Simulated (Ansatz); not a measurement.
MgS (rock salt, space group No. 225), PBEsol (plane waves, PAW; program Ansatz). The conduction-band minimum lies at X, with 3 equivalent valleys. Second derivatives d²E/dk² of the lowest band at one valley (eV·Å²), along Cartesian directions:

| direction | d²E/dk² |
|---|---|
| [100] | 14.42 |
| [010] | 26.35 |
| [001] | 26.35 |
| [110] | 20.38 |
| [101] | 20.38 |
| [011] | 26.31 |

Task: Find the principal effective masses, the density-of-states mass and the conductivity mass.

Result: Off-diagonal terms follow from H_xy = H[110] − (H_xx + H_yy)/2, and m*/mₑ = 7.620 eV·Å² over each eigenvalue: 0.29, 0.29, 0.53. One valley's DOS mass (m₁m₂m₃)^(1/3) = 0.35, conductivity mass 3/(Σ 1/mᵢ) = 0.34 mₑ.

Task: What effective density of states Nc follows at 300 K for parabolic valleys?

Result: Nc = 2.509e19 × 3 × (0.35)^(3/2) ≈ 1.6e19 cm⁻³.

Task: With the computed static dielectric constant 14.8 (mean of the diagonal), estimate a hydrogenic donor's binding energy and radius.

Result: E = 13.606 eV × 0.34/14.8² ≈ 21 meV; a = 0.529 Å × ε/m* ≈ 23 Å. Semilocal masses tend to be too small where the gap is.

Task: With ε∞ = 5.53 and ω_LO = 397 cm⁻¹, what Fröhlich coupling constant follows?

Result: α = (1/ε∞ − 1/ε0) √(m* × 13.606 eV/ħω_LO) = 1.1.

Space group Fm-3m (rock salt). Symmetry was held in the PBEsol relaxation; phonons on a q-mesh show no instability.

Potentials: the later of the program's two PAW sets.
